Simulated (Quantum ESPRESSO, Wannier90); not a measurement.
Tight-binding from DFT: AlInN₂ (chalcopyrite)

Materials Project entry mp-1245856; symmetrised, unrelaxed at this level. Not found in the COD (Crystallography Open Database) copy used; not checked further. Computed values, not measurements, from PBEsol: Quantum ESPRESSO (norm-conserving PseudoDojo potentials, cutoff 68 Ry, no spin polarisation, no spin-orbit coupling) on a Γ-centred 6×6×6 mesh, then Wannier90. Density: 8×8×8 mesh, Gaussian smearing 0.01 Ry. Spin-orbit coupling is left out although heavy elements are present.

```
begin unit_cell_cart
ang
    4.7457900000    0.0000000000    0.0000000000
    0.0000000000    4.7457900000    0.0000000000
   -2.3728950000   -2.3728950000    4.6388200000
end unit_cell_cart
mp_grid = 6 6 6
```

Q: Which shells of neighbouring k-points and which b-vectors and weights does Wannier90 pick for this cell and mesh?

A: 
```
 *---------------------------------- K-MESH ----------------------------------*
 +----------------------------------------------------------------------------+
 |                    Distance to Nearest-Neighbour Shells                    |
 |                    ------------------------------------                    |
 |          Shell             Distance (Ang^-1)          Multiplicity         |
 |          -----             -----------------          ------------         |
 |             1                   0.225747                      2            |
 |             2                   0.247852                      8            |
 |             3                   0.312058                      4            |
 |             4                   0.385151                      8            |
 |             5                   0.404170                      8            |
 |             6                   0.441316                      4            |
 |             7                   0.451493                      2            |
 |             8                   0.495703                      8            |
       ... (lines left out)
 +----------------------------------------------------------------------------+
 | The b-vectors are chosen automatically                                     |
 | The following shells are used:                       1,  2                 |
 +----------------------------------------------------------------------------+
 |                        Shell   # Nearest-Neighbours                        |
 |                        -----   --------------------                        |
 |                          1               2                                 |
 |                          2               8                                 |
 +----------------------------------------------------------------------------+
 | Completeness relation is fully satisfied [Eq. (B1), PRB 56, 12847 (1997)]  |
 +----------------------------------------------------------------------------+
 |                  b_k Vectors (Ang^-1) and Weights (Ang^2)                  |
 |                  ----------------------------------------                  |
 |            No.         b_k(x)      b_k(y)      b_k(z)        w_b           |
 |            ---        --------------------------------     --------        |
 |             1         0.000000    0.000000    0.225747     4.676809        |
 |             2         0.000000    0.000000   -0.225747     4.676809        |
 |             3         0.000000    0.220658    0.112873     5.134519        |
 |             4         0.220658    0.000000    0.112873     5.134519        |
 |             5         0.000000    0.220658   -0.112873     5.134519        |
 |             6         0.220658    0.000000   -0.112873     5.134519        |
 |             7         0.000000   -0.220658   -0.112873     5.134519        |
 |             8         0.000000   -0.220658    0.112873     5.134519        |
 |             9        -0.220658    0.000000   -0.112873     5.134519        |
 |            10        -0.220658    0.000000    0.112873     5.134519        |
```
